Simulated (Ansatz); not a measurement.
Al$_{2}$Cu:
```
Al2Cu
1.0
    0.00000     3.65610     3.65610
    3.65610     0.00000     3.65610
    3.65610     3.65610     0.00000
Al Cu
4 2
Cartesian
  4.57012   4.57012   4.57012
  4.57012   2.74207   2.74207
  2.74207   4.57012   2.74207
  2.74207   2.74207   4.57012
  1.82805   1.82805   1.82805
  0.00000   0.00000   0.00000
```

Relaxed with PBE. Special points in fractions of this cell's reciprocal vectors: Γ (0.000, 0.000, 0.000); X (0.500, 0.000, 0.500); U (0.625, 0.250, 0.625); K (0.375, 0.375, 0.750); L (0.500, 0.500, 0.500); W (0.500, 0.250, 0.750).

Task: List the band energies nearest the Fermi level at these points for plane-wave PAW PBE (Ansatz code).

Result: In eV from the Fermi level; about four levels below and three above (degenerate sets whole), none deeper than 8.9 eV; points with the same levels are listed once.

| k | below | above |
|---|---|---|
| Γ | -1.14 -1.14 -1.14 -1.04 -1.04 -1.04 | 1.52 1.52 1.52 |
| X | -2.59 -2.59 -2.25 -2.25 | 2.44 2.44 2.69 2.69 |
| U | -2.58 -2.55 -2.26 -1.27 | 0.73 1.07 1.58 |
| L | -1.80 -1.80 -1.32 -1.32 -0.44 | 1.65 2.78 2.78 |
| W | -1.53 -1.53 -0.10 -0.10 | 3.29 3.29 3.54 3.54 |

Space group Fd-3m (cubic Laves (MgCu2 type)). The cell is a constructed one: a structure type filled with these elements; neither database checked (COD, Materials Project) lists it. It is not the phase usual at ambient conditions (space group No. 140). Symmetry was held in the PBE relaxation; its stability against distortions is not shown here. The run is not spin-polarised.

Potentials: the later of the program's two PAW sets.
